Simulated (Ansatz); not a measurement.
Problem. Tl (hcp (Mg type), P6_3/mmc) is relaxed with plane-wave PAW LDA (Ansatz code). What lattice parameters of the conventional cell result?

Solution. a = 3.389 Å, c = 5.478 Å.

Its a lies over 2 % below tabulated measurements.

Symmetry was held in the LDA relaxation. Axis ratios of metals converge slowly with the k-mesh, so a and c are less sure than the volume. Spin–orbit coupling is left out wherever it is not named.

Potentials: the earlier of the program's two PAW sets.
